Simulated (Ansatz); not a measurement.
Given:

Rb (bcc, W type)

```
Rb
1.0
   -5.67101     5.67101     5.67101
    2.83551    -2.83551     2.83551
    2.83551     2.83551    -2.83551
Rb
2
Direct
  0.00000   0.00000   0.00000
  0.50000   0.00000   0.00000
```

The atoms are displaced by Q × the pattern below (from a DFPT mode at N = (0.5, 0.0, 0.0), largest move 1; Q in Å), at fixed cell. (q is in reciprocal vectors of the primitive cell; the cell shown is doubled to hold the pattern.)

| atom | x | y | z |
|---|---|---|---|
| Rb1 | 0.000 | -0.707 | -0.707 |
| Rb2 | 0.000 | 0.707 | 0.707 |

Method: PBE (plane waves to 420 eV, PAW, scalar-relativistic; Ansatz, a program for electronic structure). k mesh 6×12×12 (Γ-centred), Fermi-Dirac smearing 0.05 eV. The energy includes the smearing's −TS. With partly filled bands, energies and forces of such displacements shift with the k mesh and the smearing. Rb was relaxed with its symmetry unable to fall. The zero of ΔE is the undisplaced structure.

The scan covers Q from -0.180 to 0.180 Å in 13 points.

### Question
Which space group does the distorted structure have?

### Answer
Cmme (No. 67), lowered from Im-3m.

### Question
Is this a single well or a double well?

### Answer
A single well with its minimum at or next to zero displacement.

### Question
What is the energy change at Q = 0.180 Å?

### Answer
23.2 meV/cell.

### Question
What harmonic wavenumber does the curvature at Q = 0 give?

### Answer
47 cm⁻¹.

(A displaced cell: forces are minus the slopes of the energy, force constants its curvatures, and phonons follow from these.)
